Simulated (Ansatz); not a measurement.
Structure types of Fe compared at -2.4 GPa

Structure types of Fe are relaxed in primitive cells with their symmetry kept at -2.4 GPa, on PAW files; LAPW relaxes the small cells further and takes the PAW cell for the others (marked *). The enthalpy is E + pV at zero temperature, without zero-point motion. Only the types listed were tried, and differences under about 5 meV/atom are mesh noise. Not among the end structures: fcc, which may lie lower.

Computed with Ansatz 0.2.0; functional LDA, scalar-relativistic. Settings: Fermi–Dirac smearing of 0.1 eV, spin-polarised from start moments Fe 2.5 μB. Methods: LAPW: all electrons, basis error target 0.5 meV/atom; PAW: frozen-core files, cutoff 420 eV.

k meshes: bcc 19×19×19, hcp 18×18×10, omega 9×9×13, diamond 14×14×14, dhcp 15×15×4.

Other magnetic orders may lie lower. The PAW files were made under PBE.

```tsv
start type	ends as	a, b, c (Å)	V (Å³/atom)	H − H(lowest), LAPW (meV/atom)	moment (μB/atom)
bcc	bcc, Im-3m	2.759, 2.759, 2.759	10.50	147.5	2.00
hcp	hcp, P6_3/mmc	2.413, 2.413, 3.815	9.62	0.0	0.00
omega	omega, P6/mmm	3.787, 3.787, 2.379	9.85	?	0.23
diamond	diamond, Fd-3m	4.776, 4.776, 4.776	13.62	?	0.00
dhcp*	dhcp, P6_3/mmc	2.402, 2.402, 7.735	9.67	60.4	0.00
```

Question: What belongs in the row "omega", column "H − H(lowest), LAPW (meV/atom)"?

Answer: 186.5.

Question: What belongs in the row "diamond", column "H − H(lowest), LAPW (meV/atom)"?

Answer: 1258.4.
